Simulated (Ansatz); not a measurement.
Phonons of GdSF

Method: PBEsol, scalar-relativistic; collinear spin; PAW, 420 eV, Gaussian smearing of 0.05 eV; code Ansatz. The datasets are Ansatz's generated set soft_2.

```yaml
crystal:
  lattice:
    - [3.79067, 0.00000, 0.00000]
    - [0.00000, 3.79067, 0.00000]
    - [0.00000, 0.00000, 6.80963]
  atoms:
    - { symbol: Gd, position: [0.50000, 0.00000, 0.22904] }
    - { symbol: Gd, position: [0.00000, 0.50000, 0.77096] }
    - { symbol: S, position: [0.50000, 0.00000, 0.64394] }
    - { symbol: S, position: [0.00000, 0.50000, 0.35606] }
    - { symbol: F, position: [0.00000, 0.00000, 0.00000] }
    - { symbol: F, position: [0.50000, 0.50000, 0.00000] }
```

The chain of runs began from a cell as deposited in COD, expanded in volume.

Moments typed, the run going on from the state of an earlier one (μB, in the order of the atoms): 7.53, 7.53, 0.0, 0.0, 0.0, 0.0.

The spin moment ends at 14.00 μB for each cell as shown.

Force constants come from finite displacements in a 2×2×1 supercell (the unit cell's 6×6×4 k-mesh, folded to it); the long-range dipole term is not included. Points in reciprocal vectors of this cell: Γ = (0.000, 0.000, 0.000), X = (0.000, 0.500, 0.000), M = (0.500, 0.500, 0.000), Z = (0.000, 0.000, 0.500), R = (0.000, 0.500, 0.500), A = (0.500, 0.500, 0.500).

The supercell isn't repeated along every axis, so wave vectors with a part along such an axis can't be had from it and are left out, and thermodynamic sums miss that dispersion.

Task: Is the structure dynamically stable along this path, and where does the spectrum end?

Result: Yes: no branch is imaginary beyond numerical noise. The highest frequency is 351 cm⁻¹, at Γ. Points that don't fit the supercell are interpolated. The crystal has a gap, so without the dipole term Γ lacks its LO–TO splitting and the top of the spectrum may be off.

Frequencies at the named points (cm⁻¹, imaginary ones negative):
```tsv
point	ω (cm⁻¹)
Γ	0 0 0 85 85 160 197 197 199 211 211 245 245 258 272 318 318 351
X	94 94 104 104 155 155 218 218 226 226 240 240 271 271 301 301 326 326
M	91 91 111 111 146 146 173 173 204 204 249 249 273 273 286 286 351 351
```

Task: What does the harmonic approximation give for the vibrational free energy, entropy and heat capacity?

Result: Zero-point energy 38.8 meV/atom.
```tsv
T (K)	F_vib (meV/atom)	S (J/K per mole of atoms)	C_V (J/K per mole of atoms)
100	36.0	8.0	12.8
200	21.5	19.7	20.4
300	-3.7	28.5	22.7
400	-36.9	35.2	23.6
500	-76.2	40.5	24.1
600	-120.5	44.9	24.4
700	-169.1	48.7	24.5
800	-221.3	52.0	24.6
900	-276.6	54.9	24.7
1000	-334.9	57.5	24.7
```

The highest mode, 351 cm⁻¹, is worth 500 K. At 300 K the heat capacity has reached 91 % of the classical limit 3R = 24.9 J/K per mole of atoms.

Run time: 4.9 min on 4 threads of Arm Neoverse V2, with other jobs on the host, peak memory 3 GiB.

Semilocal functionals without a U place occupied f levels too high and empty ones too low, so gaps that touch them come out too small. For elements this heavy, spin–orbit coupling would shift levels and gaps; it isn't included here. Site moments are of spin, integrated over atomic spheres. Only parallel moments were tried, so the real magnetic order may be another.
